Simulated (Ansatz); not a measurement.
## Calculated with Ansatz: TaCuN₂, settings compared

Input:

```yaml
crystal:
  lattice:
    - [3.110652, 0.0, 0.0]
    - [-1.555326, 2.693908, 0.0]
    - [0.0, -1.795935, 5.765687]
  atoms:
    - { symbol: Ta, position: [0.5, 0.0, 0.5] }
    - { symbol: Cu, position: [0.0, 0.0, 0.0] }
    - { symbol: "N", position: [0.119, 0.238, 0.357] }
    - { symbol: "N", position: [0.881, 0.762, 0.643] }
  symmetry: { tolerance: 0.0003 }
kpoints:
  mp_grid: { grid: [7, 7, 7], shift: [0, 0, 0] }
magnetization:
  spin_polarized: false
scf:
  occupations: { method: fermi_dirac }
hamiltonian:
  pseudopotentials: { kind: paw }
  xc: r2scan
basis:
  ecutwfc: 500
output:
  forces: true
  stress: true
  eigenvalues: true
```

Run with:

```bash
ansatz run input.yaml --threads 1 --pin off --max-ram 2560MiB --backend cpu --events-out ev --progress --plain --runs-dir out
```

Origin of the cell: a database entry, scaled a little.

The smearing width isn't typed, so it takes its default of 0.1 eV.

Output of this run (shortened):

```
Warning: crystal.lattice misses the space group found at crystal.symmetry.tolerance 3.0e-4 in a digit that the deck types, which is why this is a warning: making the lattice exact moves one o […]
Pseudopotentials: kind: paw
Pseudopotential: Ta, paw, valence charge 13, recommended cutoff 500 eV (meta_gga), Ta.paw.azcp
Pseudopotential: Cu, paw, valence charge 19, recommended cutoff 500 eV (meta_gga), Cu.paw.azcp
Pseudopotential: N, paw, valence charge 5, recommended cutoff 500 eV (meta_gga), N.paw.azcp
Functional definition: r2SCAN
  exchange = r2scan_x(k0 = k0, k1 = k1, a1 = a1)
  correlation = r2scan_c
Crystal: 4 atoms, lattice volume = 48.315 Å³
Basis set: ecut = 500 eV, 1221 PW (Γ), exchange–correlation on 96×96×180 points (64 copies of the dense FFT grid, shifted against one another)
Bands: 26, of which v1, the nominal top of the filled ones, is band 21 counted from 1 (20 counted from 0)
[… 12 lines left out …]
Initial density: superposition of atomic densities (neutral atoms: chi_scale 0, normalization atom), corrected by the library's trained network
Functional: x = r2scan, c = r2scan; τ floored in thin density (d = 2e-4 eV/Å³)
SCF iter   1: F=—  HF=-17346.206021 eV  Δρ=2.73e-2  dr2=2.26e-1  dr2_τ=3.65e-1
SCF iter   2: F=—  HF=-17346.372450 eV  Δρ=4.39e-2  dr2=6.59e-1  dr2_τ=4.45e-3  recentre
SCF iter   3: F=—  HF=-17346.257342 eV  Δρ=9.74e-3  dr2=2.92e-2  dr2_τ=8.11e-4
SCF iter   4: F=—  HF=-17346.255108 eV  Δρ=2.50e-3  dr2=1.49e-3  dr2_τ=2.69e-4
SCF iter   5: F=—  HF=-17346.255141 eV  Δρ=3.97e-4  dr2=4.20e-5  dr2_τ=4.28e-5
SCF iter   6: F=—  HF=-17346.255159 eV  Δρ=1.43e-4  dr2=7.35e-6  dr2_τ=5.72e-7
SCF iter   7: F=—  HF=-17346.255162 eV  Δρ=1.43e-4  dr2=8.61e-6  dr2_τ=1.90e-7
SCF iter   8: F=—  HF=-17346.255161 eV  Δρ=7.12e-5  dr2=2.14e-6  dr2_τ=1.72e-8
SCF iter   9: F=—  HF=-17346.255161 eV  Δρ=1.56e-5  dr2=1.12e-7  dr2_τ=1.40e-9
SCF iter  10: F=-17346.255160 eV  HF=-17346.255161 eV  Δρ=1.56e-6  dr2=1.10e-9  dr2_τ=4.07e-11
SCF 1 converged in 10 iterations: F = -17346.255160 eV  dr2 = 1.10e-9
SCF converged after 10 iterations
Free energy (F): -17346.255160 eV
Harris-Foulkes:  -17346.255161 eV  (|F-HF|=7.20e-10)
Internal energy: -17346.255027 eV  (E = F + TS)
E sigma→0 (E₀):  -17346.255094 eV
Entropy (-TS):   -0.000133 eV (-0.033 meV/atom)
Fermi energy:    13.676835 eV
--- Per-component energies (eV) ---
  E_band       = -596.953846
  E_kinetic    = 939.997299
  E_local      = -6027.736887  (includes V_loc(G=0)·N_el)
  E_nonlocal   = 511.166201
  E_hartree    = 2566.345891
  E_xc         = -408.524088
  E_vxc        = -516.075631  (∫ρ·V_xc dr)
  E_paw        = -10367.981851  (= ΣΔE_a)
  E_vpaw       = -666.290899  (= ΣTr[D̂ρ^β])
  E_aug_tail   = 0.000256  (compensation charges beyond the density's cutoff)
  E_vtau       = 29.296213  (kinetic-family band-sum trace: ∫τ·v_τ [+ j·A + Jᵃ·Aᵃ] dr)
  E_ewald      = -4558.405332
  E_core_change = -1.116517  (= ΣΔE_core)
  E_smearing   = -0.000133  (= −TS)
  Σ components = -17346.255160   (vs F -17346.255160, Δ=0.00e0)
--- Forces (eV/Å), atoms counted from 1 ---
  atom   1  Ta     0.000000     0.000000     0.000000
  atom   2  Cu     0.000000     0.000000     0.000000
  atom   3  N     -0.000000    -0.000002    -7.262827
  atom   4  N     -0.000000     0.000002     7.262827
  max |Σ_I F_I| component: 7.40e-17 eV/Å
--- Stress (GPa, compression-positive) ---
       36.708818       0.000000      -0.000000
        0.000000      36.708818      -0.000008
       -0.000000      -0.000008      11.101717
  P = ⅓ Tr σ = 28.1731 GPa (281.731 kbar)
```

The same input was run again with these changes:

1. `scf.eigensolver.kind` default → davidson; `kpoints.mp_grid.grid` [7, 7, 7] → [6, 6, 6]; `magnetization` { spin_polarized: false } → { spin_polarized: true } (starts: ferro); typed moments: Ta1 3, Cu2 2, N3 2, N4 2
2. `hamiltonian.hubbard` default → { sites: [{ species: Cu, l: d, u_eff: 3.0 }], double_counting: fll }; `basis.ecutrho_ratio` default → 8
3. `scf.occupations.method` fermi_dirac → methfessel_paxton; `scf.occupations.width` default → 0.2
4. `crystal.symmetry` { tolerance: 0.0003 } → { detect: false }; `scf.lower_state_search` default → standard

```csv
run,end,SCF iterations,P (GPa),max force component (eV/Å),moment (μB),ΔE(σ→0) (meV/atom)
base,converged,10,28.17,7.263,–,0
1,converged,21,28.22,7.273,0.00,1.63
2,converged,10,28.98,7.112,–,–
3,converged,9,28.17,7.263,–,-0.01
4,converged,10,28.17,7.263,–,0.00
```

Energies are compared only where functional, datasets, charge and starting cell are the same.

Caveats of the base run: no spin-orbit coupling, though heavy elements are present; the database entry stands far from equilibrium and may be faulty.

Run 1: a starting moment was lost; typed moments were cut to what the open shells hold.
Run 3: wide smearing.

The base run ran for 15 s on 1 thread of Arm Neoverse N1, with other jobs on the host, peak memory 0.46 GiB, from the program's own first density.
